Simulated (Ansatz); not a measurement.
VGe:
```yaml
crystal:
  lattice:
    - [2.91606, 0.00000, 0.00000]
    - [-1.45803, 2.52538, 0.00000]
    - [0.00000, 0.00000, 3.95525]
  atoms:
    - { symbol: V, position: [0.00000, 0.00000, 0.00000] }
    - { symbol: Ge, position: [0.66667, 0.33333, 0.50000] }
```

Relaxed with PBE. Special points in fractions of this cell's reciprocal vectors: Γ (0.000, 0.000, 0.000); M (0.500, 0.000, 0.000); K (0.333, 0.333, 0.000); A (0.000, 0.000, 0.500); L (0.500, 0.000, 0.500); H (0.333, 0.333, 0.500).

Task: List the band energies nearest the Fermi level at these points for PBE in the plane-wave PAW code Ansatz.

Result: In eV from the Fermi level; about four levels below and three above (degenerate sets whole), none deeper than 8.9 eV; points with the same levels are listed once.

```json
[
 {"k": "Γ", "below": "-2.62 -2.30 -0.04 -0.04", "above": "1.15 1.15 4.99"},
 {"k": "M", "below": "-7.74 -5.88 -2.79 -1.71", "above": "0.68 2.23 2.82"},
 {"k": "K", "below": "-4.38 -3.72 -2.21 -0.70", "above": "1.02 1.10 2.74"},
 {"k": "A", "below": "-6.70 -0.67", "above": "0.15 0.15 0.85 0.85"},
 {"k": "L", "below": "-4.90 -3.25 -0.78 -0.34", "above": "0.44 2.26 2.35"},
 {"k": "H", "below": "-4.19 -2.72 -2.70 -0.75", "above": "0.56 2.52 3.01"}
]
```

Space group P-6m2. A made-up cell: these elements were put on the sites of a structure type; neither database checked (COD, Materials Project) lists it. Its standing as an ambient phase is unchecked. The PBE relaxation kept the symmetry of its start; its stability against distortions is not shown here. The workflow began spin-polarised and lost its moments. Scalar-relativistic: spin–orbit coupling is off unless named, which matters more the heavier the elements.

Potentials: the later of the program's two PAW sets.
